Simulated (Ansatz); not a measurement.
All-electron LAPW in Ansatz 0.2.0 under PBE, scalar-relativistic, energies extrapolated to zero smearing. Slabs are 1×1 cells cut from bulk crystals relaxed on PAW files, with atoms then relaxed, 16 to 20 Å of vacuum, a dipole correction, k spacings of 0.16 to 0.26 Å⁻¹ and smearing of 0.02 to 0.1 eV, without spin–orbit coupling or spin polarisation. The bulk type named needn't be the stable one, and no reconstruction is allowed.

```
                        slab  area (Å²)  γ (J/m²)  Φ (eV)  Δd12 (%)
rocksalt HfN (100), 4 layers      10.34      1.49    2.32      -1.5
rocksalt HfN (100), 3 layers      10.34      1.42    2.37      -0.9
rocksalt HfN (110), 3 layers      14.62         ?    3.73      -4.5
rocksalt HfN (100), 2 layers      10.34      1.47    2.84         ?
```

**Question.** Give the missing entry: row "rocksalt HfN (110), 3 layers", column "γ (J/m²)".

**Answer.** 2.73.

**Question.** Fill in "Δd12 (%)" for the row "rocksalt HfN (100), 2 layers".

**Answer.** -1.4.
